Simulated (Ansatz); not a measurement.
Hf (hcp (Mg type)), relaxed with LDA (Ansatz, a quantum-chemistry and plane-wave program, plane waves, PAW): a = 3.121 Å, b = 3.121 Å, c = 4.939 Å, α = 90.00°, β = 90.00°, γ = 120.00°.

**Question.** The same phase is relaxed and computed with r²SCAN in the same code. What is the cell now?

**Answer.** a = 3.1980 Å, b = 3.1980 Å, c = 5.0457 Å, α = 90.00°, β = 90.00°, γ = 120.00°.

All cells were relaxed under the symmetry of their starts (and spin orders); stability against distortions was not tested throughout. Named crystals with no word on spin ran without spin polarisation. Spin–orbit coupling is left out wherever it is not named.

Potentials: the earlier of the program's two PAW sets. The files were generated under PBE; for other functionals the program regenerates the frozen cores, and for LDA and PBEsol the local potential too.

Ansatz is a plane-wave DFT program.
